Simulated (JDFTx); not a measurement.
An input for JDFTx (a modified build) (W(110), CANDLE, water, 1 M NaF; bohr, hartree) and the course of its log:

```
lattice \
  5.9910365274 2.9955182637 0.0000000000 \
  0.0000000000 4.2363025539 0.0000000000 \
  0.0000000000 0.0000000000 42.8967830290
coords-type Lattice
ion W 0.5000000000 0.0000000000 -0.1481335750 0
ion W 0.0000000000 0.0000000000 -0.0493778580 0
ion W 0.5000000000 0.0000000000 0.0493778580 0
ion W 0.0000000000 0.0000000000 0.1481335750 0
ion-species pseudo/w_pbe_v1.2.upf
elec-cutoff 20 100
elec-ex-corr gga-PBE
coulomb-interaction Slab 001
coulomb-truncation-embed 0 0 0
kpoint-folding 10 10 1
elec-smearing Fermi 0.01
elec-n-bands 39
target-mu -0.148467
electronic-scf nIterations 100 energyDiffThreshold 1e-10
fluid LinearPCM
pcm-variant CANDLE
fluid-solvent H2O
fluid-cation Na+ 1
fluid-anion F- 1
fluid-minimize nIterations 400 knormThreshold 1e-11
wavefunction read f0.wfns
elec-initial-eigenvals f0.eigenvals
elec-initial-fillings read f0.fillings
fluid-initial-state f0.fluidState
dump-name f0_u0.$VAR
dump End State Ecomponents EigStats BandEigs Forces ElecDensity IonicPositions Fillings Kpoints Dtot FluidDebug BoundCharge FluidDensity
```

```
[one cycle in 5 is shown, and the last three; fluid-solver lines are left out]
	FillingsUpdate:  mu: -0.148467000  nElectrons: 57.698157
SCF: Cycle:  0   G: -265.569877516753934   dG: +8.997e-01   |Residual|: 9.409e-02   |deigs|: 2.486e-10
	FillingsUpdate:  mu: -0.148467000  nElectrons: 56.344859
SCF: Cycle:  5   G: -266.446405068727358   dG: +7.857e-03   |Residual|: 1.608e-02   |deigs|: 8.029e-04
	FillingsUpdate:  mu: -0.148467000  nElectrons: 57.006932
SCF: Cycle: 10   G: -266.171877872108439   dG: +1.033e-02   |Residual|: 5.463e-02   |deigs|: 2.279e-04
	FillingsUpdate:  mu: -0.148467000  nElectrons: 55.989452
SCF: Cycle: 15   G: -266.451939004627548   dG: -2.363e-01   |Residual|: 1.361e-02   |deigs|: 1.271e-02
	FillingsUpdate:  mu: -0.148467000  nElectrons: 56.334647
SCF: Cycle: 20   G: -266.466878933691987   dG: -1.556e-02   |Residual|: 7.070e-03   |deigs|: 1.482e-03
	FillingsUpdate:  mu: -0.148467000  nElectrons: 56.216712
SCF: Cycle: 25   G: -266.471639749207100   dG: -7.615e-06   |Residual|: 3.027e-04   |deigs|: 2.608e-05
	FillingsUpdate:  mu: -0.148467000  nElectrons: 56.221384
SCF: Cycle: 30   G: -266.471648093558656   dG: -1.159e-07   |Residual|: 2.765e-05   |deigs|: 4.366e-06
	FillingsUpdate:  mu: -0.148467000  nElectrons: 56.222040
SCF: Cycle: 35   G: -266.471648178852377   dG: -4.774e-08   |Residual|: 1.250e-05   |deigs|: 2.647e-06
	FillingsUpdate:  mu: -0.148467000  nElectrons: 56.221760
SCF: Cycle: 40   G: -266.471648197606953   dG: -6.737e-09   |Residual|: 1.105e-05   |deigs|: 2.413e-06
	FillingsUpdate:  mu: -0.148467000  nElectrons: 56.221844
SCF: Cycle: 45   G: -266.471648198596938   dG: -1.288e-08   |Residual|: 4.840e-06   |deigs|: 1.730e-06
	FillingsUpdate:  mu: -0.148467000  nElectrons: 56.221949
SCF: Cycle: 50   G: -266.471648182146396   dG: +3.118e-09   |Residual|: 1.321e-05   |deigs|: 1.608e-06
	FillingsUpdate:  mu: -0.148467000  nElectrons: 56.222226
SCF: Cycle: 55   G: -266.471648127752758   dG: +9.855e-09   |Residual|: 2.298e-05   |deigs|: 1.752e-06
	FillingsUpdate:  mu: -0.148467000  nElectrons: 56.221760
SCF: Cycle: 60   G: -266.471648197231616   dG: -1.018e-08   |Residual|: 1.148e-05   |deigs|: 2.566e-06
	FillingsUpdate:  mu: -0.148467000  nElectrons: 56.222133
SCF: Cycle: 65   G: -266.471648167025080   dG: +2.348e-10   |Residual|: 1.925e-05   |deigs|: 2.614e-07
	FillingsUpdate:  mu: -0.148467000  nElectrons: 56.222164
SCF: Cycle: 70   G: -266.471648152604359   dG: +5.398e-09   |Residual|: 1.991e-05   |deigs|: 6.679e-07
	FillingsUpdate:  mu: -0.148467000  nElectrons: 56.222142
SCF: Cycle: 75   G: -266.471648159596953   dG: +1.536e-09   |Residual|: 1.901e-05   |deigs|: 2.450e-07
	FillingsUpdate:  mu: -0.148467000  nElectrons: 56.222220
SCF: Cycle: 80   G: -266.471648141261880   dG: +2.930e-08   |Residual|: 2.373e-05   |deigs|: 1.545e-06
	FillingsUpdate:  mu: -0.148467000  nElectrons: 56.222141
SCF: Cycle: 85   G: -266.471648158071787   dG: -1.541e-09   |Residual|: 1.873e-05   |deigs|: 7.324e-07
	FillingsUpdate:  mu: -0.148467000  nElectrons: 56.222984
SCF: Cycle: 90   G: -266.471647787386530   dG: +3.910e-07   |Residual|: 7.019e-05   |deigs|: 1.532e-05
	FillingsUpdate:  mu: -0.148467000  nElectrons: 56.221951
SCF: Cycle: 95   G: -266.471648192846885   dG: -6.003e-09   |Residual|: 8.421e-06   |deigs|: 7.473e-07
	FillingsUpdate:  mu: -0.148467000  nElectrons: 56.222226
SCF: Cycle: 97   G: -266.471648159473773   dG: -2.989e-08   |Residual|: 4.455e-05   |deigs|: 8.813e-06
	FillingsUpdate:  mu: -0.148467000  nElectrons: 56.221610
SCF: Cycle: 98   G: -266.471648108301395   dG: +5.117e-08   |Residual|: 3.519e-05   |deigs|: 7.970e-06
	FillingsUpdate:  mu: -0.148467000  nElectrons: 56.222213
SCF: Cycle: 99   G: -266.471648164265162   dG: -5.596e-08   |Residual|: 2.870e-05   |deigs|: 9.301e-06
SCF: None of the convergence criteria satisfied after 100 iterations.
IonicMinimize: Iter:   0  G: -266.471648164265162  |grad|_K:  0.000e+00
IonicMinimize: Converged (|grad|_K<1.000000e-04).
```

This run gave no converged result. The loop ran out of cycles short of its threshold. It has stalled and not diverged: the last ten energies span 4e-07 Ha, so the total is near its end, but levels, forces and the electron count aren't shown converged.
